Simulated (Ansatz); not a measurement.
The relaxed structure here is a generated cell of Nb: the first start was made by placing the elements on the sites of a structure type, and the end was not matched to a known phase here, so it may be hypothetical. Known forms of Nb include space group No. 229.

A relaxed structure of Nb. Space group Fm-3m (No. 225), fcc (Cu type). The numbers are results of r2SCAN (plane waves to 500 eV, PAW, scalar-relativistic; Ansatz, a first-principles code), not measurements.

```cif
data_Nb
_chemical_formula_sum 'Nb1'
_space_group_name_H-M_alt 'P 1'
_space_group_IT_number 1
_cell_length_a 2.97883
_cell_length_b 2.97883
_cell_length_c 2.97883
_cell_angle_alpha 60.000
_cell_angle_beta 60.000
_cell_angle_gamma 60.000
loop_
_space_group_symop_operation_xyz
  'x, y, z'
loop_
_atom_site_label
_atom_site_type_symbol
_atom_site_fract_x
_atom_site_fract_y
_atom_site_fract_z
_atom_site_occupancy
Nb1 Nb 0.00000 0.00000 0.00000 1
```

| Property | Value |
|---|---|
| Volume per atom | 18.69 Å³ |
| Band gap | no gap (metallic) |
| Shortest distances | Nb–Nb 2.98 Å |
| k-mesh | 19×19×19 |

Band energies at high-symmetry points (eV from the Fermi level; labels of this space group; no spin-orbit coupling), from −5 eV up to 2.7 eV:

```tsv
point	energies
Γ	0.13 0.13 0.13
X	-4.26 -3.55
U	-3.26 -2.39 0.52
K	-3.26 -2.39 0.52
L	-4.07 -0.01 -0.01 1.27
W	-2.79 -1.24 -1.24 2.09
```

No spin polarisation in the result.

The run could not lose the symmetry of its start: the end is stationary, and may be a saddle point rather than a minimum.
